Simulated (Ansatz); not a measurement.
Cr, hcp: geometry optimisation

The calculation used Ansatz 0.2.0, DFT, BLYP, plane waves (420 eV) with PAW, scalar-relativistic. (PAW data from PBE, frozen cores regenerated.)

k-point mesh 14×14×8, Fermi-Dirac smearing 0.1 eV, no spin polarisation. Cell and atoms relax.

Starting structure:

```cif
data_structure
_symmetry_space_group_name_H-M 'P 1'
_symmetry_Int_Tables_number 1
_cell_length_a 2.5693
_cell_length_b 2.5693
_cell_length_c 4.1956
_cell_angle_alpha 90.000
_cell_angle_beta 90.000
_cell_angle_gamma 120.000
_cell_volume 23.99
loop_
_atom_site_label
_atom_site_type_symbol
_atom_site_fract_x
_atom_site_fract_y
_atom_site_fract_z
_atom_site_occupancy
Cr1 Cr 0.33333 0.66667 0.25000 1
Cr2 Cr 0.66667 0.33333 0.75000 1
```

Problem. The pressure at the start is 5.7 GPa. By how much does the volume change?

Solution. From 11.99 to 12.33 Å³ per atom, 2.8 %. The final cell has a = 2.508 Å, c = 4.528 Å (c/a = 1.805).

Problem. How much energy does the relaxation gain?

Solution. 48.0 meV per atom.

Spin polarisation is off here; a magnetic state may lie lower.
